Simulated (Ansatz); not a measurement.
W (bcc (W type), Im-3m) at seven volumes, plane-wave PAW PBE (Ansatz code), scaled uniformly. One row is withheld.

| V (Å³/atom) | P (GPa) |
|---|---|
| 14.683 | 35.08 |
| 15.167 | 21.58 |
| 15.651 | 9.94 |
| 16.135 | 0.00 |
| 16.619 | -8.46 |
| 17.103 | ? |
| 17.587 | -21.74 |

### Question
Fit the shown pressures and predict the withheld one.

### Answer
P = (3/2)B₀(x^(7/2) − x^(5/2))[1 + (3/4)(B′ − 4)(x − 1)] with x = (V₀/V)^(2/3). Least squares on the six rows gives V₀ = 16.137 Å³/atom, B₀ = 304 GPa, B′ = 4.28. At V = 17.103, x = 0.9620 and P = -15.61 GPa. The run itself gave -15.64 GPa.

The cell was relaxed with PBE under the symmetry of its start. No spin polarisation was allowed. Spin–orbit coupling is left out wherever it is not named.

Potentials: the earlier of the program's two PAW sets.
